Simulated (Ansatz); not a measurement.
Si:
```
CELL_PARAMETERS angstrom
      1.91550    -5.35913     0.00000
      1.91550     5.35913     0.00000
      0.00000     0.00000    12.68420
ATOMIC_POSITIONS crystal
  Si 0.75731 0.24269 0.44507
  Si 0.24269 0.75731 0.55493
  Si 0.24269 0.75731 0.94507
  Si 0.75731 0.24269 0.05493
  Si 0.42869 0.57131 0.65727
  Si 0.57131 0.42869 0.34273
  Si 0.57131 0.42869 0.15727
  Si 0.42869 0.57131 0.84273
  Si 0.97131 0.02869 0.40941
  Si 0.02869 0.97131 0.59059
  Si 0.02869 0.97131 0.90941
  Si 0.97131 0.02869 0.09059
```

Relaxed with r²SCAN. r²SCAN in the plane-wave PAW code Ansatz gives a gap of 0.69 eV.

### Question
What gap does HSE06 give on the same cell (Ansatz, PAW)?

### Answer
1.04 eV, 0.34 eV more. The hybrid was solved on a coarser mesh and at special points; the gap given is the minimum over both.

```json
[
 {"k": "Γ", "v1 r²SCAN": "-0.48", "c1 r²SCAN": "0.82", "v1 HSE06": "-0.48", "c1 HSE06": "1.24"},
 {"k": "Y", "v1 r²SCAN": "0.00", "c1 r²SCAN": "0.78", "v1 HSE06": "0.00", "c1 HSE06": "1.10"},
 {"k": "T", "v1 r²SCAN": "-0.13", "c1 r²SCAN": "0.72", "v1 HSE06": "[?]", "c1 HSE06": "[?]"},
 {"k": "Z", "v1 r²SCAN": "-0.94", "c1 r²SCAN": "1.26", "v1 HSE06": "[?]", "c1 HSE06": "[?]"},
 {"k": "S", "v1 r²SCAN": "-1.29", "c1 r²SCAN": "1.42", "v1 HSE06": "-1.32", "c1 HSE06": "1.85"},
 {"k": "R", "v1 r²SCAN": "-1.71", "c1 r²SCAN": "1.63", "v1 HSE06": "-1.76", "c1 HSE06": "2.04"},
 {"k": "Σ0", "v1 r²SCAN": "-1.28", "c1 r²SCAN": "1.04", "v1 HSE06": "[?]", "c1 HSE06": "[?]"},
 {"k": "A0", "v1 r²SCAN": "-1.46", "c1 r²SCAN": "1.03", "v1 HSE06": "[?]", "c1 HSE06": "[?]"}
]
```

### Question
Top valence (v1) and lowest conduction level (c1) in eV from each method's valence maximum (which need not be a listed point): supply the withheld HSE06 values.

### Answer

- T, v1 HSE06: -0.13
- T, c1 HSE06: 1.08
- Z, v1 HSE06: -0.98
- Z, c1 HSE06: 1.68
- Σ0, v1 HSE06: -1.31
- Σ0, c1 HSE06: 1.43
- A0, v1 HSE06: -1.50
- A0, c1 HSE06: 1.40

Cost on shared cores: the r²SCAN run (SCF on a 8×8×3 mesh, then bands and DOS) about 8 core-minutes (a rough figure), the HSE06 run (SCF on 5×5×2, then a few points) roughly 22 core-minutes; the tasks are unlike.

Space group Cmcm. The first step of the workflow began from a Materials Project structure, measured or hypothetical; the Crystallography Open Database copy checked does not list it. It is not the phase usual at ambient conditions (space group No. 227). The cell was relaxed with r²SCAN under the symmetry of its start; whether a distortion lowers the energy is not shown.

Potentials: the later of the program's two PAW sets.
